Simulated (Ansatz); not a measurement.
The slice is one period of a {110} plane through atoms; its size isn't given.

These are PBEsol (plane waves to 420 eV, PAW, scalar-relativistic; Ansatz, a program for electronic structure) values and carry that method's errors. Near the nuclei the fields are pseudised (PAW); where an atom keeps semicore shells as valence, they peak there.

```
|@@%%**++==--::::::--==++**%%|
|##**++====----::----====++**|
|++++====------::------====++|
|====--------::::::--------==|
|----------::::  ::::--------|
|::::::::::::::::::::::::::::|
|........::::::::::::::......|
|    ....::::::::::::::....  |
|      ....::::::::::....    |
|        ....::::::......    |
|        ..............      |
|          ..........        |
|........              ......|
|::::......          ......::|
|----::::....      ....::::--|
|====--::::..      ..::::--==|
|++====--::::..  ..::::--====|
|##**++==--::......::--==++**|
|@@%%**==----::..::----==**%%|
|@@@@##++==--::::::--==++##@@|
```
Scale: ten equal steps from -1.67 (start of ' ') to 1.66 (end of '@'), in the order ' .:-=+*#%@'. Values: log₁₀ of the valence density in e/Å³. The map has 14 points along u (two characters each, u = 0 at the left) and 20 along v (v = 0 in the bottom row). The scale is logarithmic, as a density can span decades between atoms and voids.

```
|xxxx7799998855335588999977xx|
|6677999999995522559999999977|
|8888999999883300338899999988|
|888899999955xxxxxx5599999988|
|777777775511xxxxxx1155777777|
|444444332200xxxxxx0022334444|
|1111111111110000001111111111|
|0000001111222222222211110000|
|0000000011222233222211000000|
|0000000000112222221100000000|
|0000000000001111110000000000|
|0000000000000000000000000000|
|1111000000000000000000000011|
|4433221100000000000000112233|
|7766553311000000000011335566|
|8888776633110000001133667788|
|8888887755220000002255778888|
|6677887766441100114466778877|
|xxxx7788776622112266778877xx|
|xxxx6688887744224477888866xx|
```
Scale: ten equal steps from 0.01 (start of '0') to 0.90 (end of '9'), in the order '0123456789'. Values: electron localisation function (ELF). The map has 14 points along u (two characters each, u = 0 at the left) and 20 along v (v = 0 in the bottom row). Points within 0.4 Å of a nucleus are blanked (x), as the pseudised field means little there.

Question: Which relaxed crystal do these maps come from?
A) BeSe (zinc blende)
B) GaP (zinc blende)
C) GaAs (zinc blende)

Answer: A, BeSe (zinc blende). Atoms on the slice: Se at (0.00, 0.00); Be at (0.50, 0.75)

All were relaxed with their symmetry unable to fall.
